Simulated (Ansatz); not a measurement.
Theory: DFT, LDA (PW92), plane waves (420 eV) with PAW, scalar-relativistic (Ansatz). The PAW files were generated under PBE, with cores re-solved for the functional.

An element in the omega (AlB2-type) structure gives this curve. The cell is scaled uniformly from the relaxed one, with fractional coordinates and shape fixed. Energies are extrapolated to zero smearing, pressures are those at the given smearing. Magnetic state: spin not included.

```
V (Å³/atom)  E − E₀ (meV/atom)  P (GPa)
     29.545               16.3     1.46
     30.888                6.7     0.88
     32.231                1.6     0.41
     33.574                0.0     0.01
     34.917                1.4    -0.31
     36.260                5.4    -0.58
     37.603               11.3    -0.80
```

**Question.** Which element is it?
A. bismuth
B. sodium
C. yttrium
D. ytterbium

**Answer.** B. Its fit is V₀ = 33.56 Å³/atom, B₀ = 8.9 GPa, B₀′ = 3.7.
